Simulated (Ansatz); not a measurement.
**ScIn3: how the plane-wave cutoff moves the results**

These are results of Ansatz 0.2.0, DFT PBEsol, scalar-relativistic, plane waves, PAW, not measurements.

```xyz
4
Lattice="4.5463 -0.0021 0.0323 -0.0021 4.5459 0.0032 0.0323 0.0032 4.4518" Properties=species:S:1:pos:R:3 pbc="T T T"
Sc    0.0094   -0.0365   -0.0547
In   -0.0559    2.1153    2.1156
In    2.2943    0.0900    2.3199
In    2.3156    2.1074   -0.1975
```

| Item | Value |
| --- | --- |
| Γ-centred k-mesh | 6×6×6 |
| occupation rule | Gaussian smearing, 0.1 eV |
| spin treatment | unpolarised |
| valence charge of the PAW sets | Sc 11, In 13 |

The atoms stay fixed while the plane-wave cutoff is varied. ΔE is the energy extrapolated to zero smearing, less that of the reference run (600 eV). The cell was strained and its atoms displaced at random, so that forces don't vanish. Pressure is positive in compression and holds a correction for the finite cutoff (Pulay stress).

(1) Tried: 200, 250, 300, 350, 420, 600 eV. From which plane-wave cutoff on does the energy per atom stay within 100, 10 and 1 meV of the reference?

Answers

(1) 300 for 100 meV, 350 for 10 meV, none but the reference for 1 meV. The reference itself isn't shown to be converged. At 350 eV, where the energy is within 10 meV, force components already agree to within 0.002 eV/Å, where the largest force is 1.546 eV/Å.

| cutoff (eV) | ΔE (meV/atom) | P (GPa) | largest change of a force component (eV/Å) | plane waves at Γ |
| --- | --- | --- | --- | --- |
| 200 | 6627 | 2.78 | 0.373 | 607 |
| 250 | 788 | -0.54 | 0.113 | 819 |
| 300 | 60.3 | -0.69 | 0.010 | 1079 |
| 350 | 3.03 | -0.73 | 0.002 | 1355 |
| 420 | 1.03 | -0.75 | 0.001 | 1811 |
| 600 | 0.00 | -0.75 | 0.000 | 3053 |